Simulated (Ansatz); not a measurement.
Relaxed-ion elastic tensor of InPd$_{3}$ (Cu3Au type, Pm-3m) in GPa (Voigt order), PBEsol (plane waves, PAW; program Ansatz); density 11.52 g/cm³, 15.64 Å³ per atom.

|  | 1 | 2 | 3 | 4 | 5 | 6 |
|---|---|---|---|---|---|---|
| 1 | 206 | 156 | 156 | 0.0 | 0.0 | 0.0 |
| 2 | 156 | 206 | 156 | 0.0 | 0.0 | 0.0 |
| 3 | 156 | 156 | 206 | 0.0 | 0.0 | 0.0 |
| 4 | 0.0 | 0.0 | 0.0 | 77.4 | 0.0 | 0.0 |
| 5 | 0.0 | 0.0 | 0.0 | 0.0 | 77.4 | 0.0 |
| 6 | 0.0 | 0.0 | 0.0 | 0.0 | 0.0 | 77.4 |

Task: Is the crystal mechanically stable?

Result: Yes: the smallest eigenvalue of C is 49.7 GPa.

Task: Work out the Voigt, Reuss and Hill averages.

Result: K_V = 173, K_R = 173, K_H = 173; G_V = 56.4, G_R = 41.9, G_H = 49.2 GPa.

Task: Give Young's modulus, Poisson's ratio, Pugh's ratio and the universal anisotropy index.

Result: E = 9KG/(3K + G) = 135 GPa; ν = 0.37; K/G = 3.51 (ductile by the Pugh limit of 1.75); A_U = 5G_V/G_R + K_V/K_R − 6 = 1.73.

Task: Estimate the sound speeds and the Debye temperature.

Result: v_l = √((K + 4G/3)/ρ) = 4550 m/s, v_t = √(G/ρ) = 2070 m/s, mean 2330 m/s; Θ = (h/k)(3n/4πV)^(1/3) v_m = 277 K.

Task: Give the Zener ratio and Young's modulus along [100], [110] and [111].

Result: A = 2C44/(C11 − C12) = 3.12; 1/E = S11 − 2(S11 − S12 − S44/2)Γ with Γ = 0, 1/4, 1/3 gives 71.1, 138, 202 GPa.

Task: Solve the Christoffel equation for the three sound speeds along [100], [110], [111].

Result: Eigenvalues of C_ijkl n_j n_l equal ρv². In km/s, slowest first: [100] 2.59, 2.59, 4.23; [110] 1.47, 2.59, 4.74; [111] 1.92, 1.92, 4.89.

The first step of the workflow began from a Materials Project structure, measured or hypothetical; the Crystallography Open Database copy checked does not list it. With In and Pd taken as one species the cell has the higher symmetry Fm-3m, so it may be an ordered model of a mixed-site phase. Its standing as an ambient phase is unchecked. The cell was relaxed with PBEsol under the symmetry of its start; of distortions, only those at the zone centre were tested. The run is not spin-polarised. As this level gives no gap, shear constants depend on the k-mesh and smearing (Fermi–Dirac, 0.1 eV here).

Potentials: the later of the program's two PAW sets.
